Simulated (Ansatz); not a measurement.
# CsCl-type GdO

Computed with Ansatz (plane waves, PAW, 500 eV cutoff): r²SCAN, scalar-relativistic, collinear spin, Γ-centred 12×12×12 mesh, 0.05 eV Gaussian smearing; PAW files: Ansatz's generated set soft_2.

```
Gd O
1.0
     2.99448    0.00000    0.00000
     0.00000    2.99448    0.00000
     0.00000    0.00000    2.99448
Gd O
1 1
Direct
  0.00000 0.00000 0.00000
  0.50000 0.50000 0.50000
```

The start was a prototype's sites filled with these elements. The Crystallography Open Database lists the compound in space group F-43m, so this is a trial structure.

Magnetic state: ferromagnetic, site spin moments Gd 7.14 μB.

The cell is relaxed to zero pressure at this level.

Path: Γ–X–M–Γ–R–X | R–M, with Γ = (0.000, 0.000, 0.000), X = (0.000, 0.500, 0.000), M = (0.500, 0.500, 0.000), R = (0.500, 0.500, 0.500) in reciprocal vectors of the calculation's cell.

**Question.** Is it a metal or an insulator, and if it has a gap, where are the band edges on this path?

**Answer.** A metal: bands cross the Fermi level.

Bands as a text map, energy in eV from the Fermi level (dashes), each leg drawn with the same width, + spin up, o spin down, # both:
```
  4.86 |      +++  o    +      +  +  ooo  ++  oo     
  4.57 |         #++o   oo+     oo o  +o#o      o    
  4.29 |       o#    o o        +   +++ ++oo++ oooo  
  4.00 |   o  o   ++ oo + o    o + + + +  +   ++   oo
  3.71 |    +            + o      +  +#  o    ++     
  3.43 |     o   +#+     o       oo+            #    
  3.14 |  o         +  ++       +              + +   
  2.86 |        ++   + +  o   o o     +#o++      o+  
  2.57 |   +o ++   o  +  ++ o  +        ++ +     o ++
  2.29 |oo        +     o    o   ++    +        +    
  2.00 |                 + +     +              +    
  1.71 |  +o +      o      o   o       ++o        o  
  1.43 | oo      oooooooo   o #           o      + oo
  1.14 |ooooooooooo#oooo#ooo#oooooooooooooooooooooooo
  0.86 |o#ooooooooooooooooooooooooooooooooooooooooooo
  0.57 |+   #ooooooo#o ooo   +  o       #ooo      +o 
  0.29 |       ooo    o+ o#     +          o     +  o
  0.00 |---o----o----+--------------------o--------+-
 -0.29 |      oo      +   oo   o           o        +
 -0.57 |  o  o                                       
 -0.86 |   +o              o                      +  
 -1.14 | o o       +    ++  o o          +           
 -1.43 |ooo       + ++ +   +oo +                   + 
 -1.71 |         +    +   +                         +
 -2.00 |  +     +                         +          
 -2.29 |      ++           +               +         
 -2.57 |     +              + +                      
 -2.86 | + ++                                        
        Γ      X      M      Γ      R      XR       M
```

Without a U the 4f levels of Gd lie too near the Fermi level, so their share of the states there, and what hangs on it, is overstated. The equation of state at this level isn't smooth, a sign that the magnetic state shifts with volume and isn't converged in the mesh. Scalar-relativistic only: spin–orbit splittings of the heavy atoms' levels are missing. The run wasn't fully tested for a lower electronic state. Site moments are of spin, integrated over atomic spheres. The moments were started parallel, and the real magnetic order may be another.
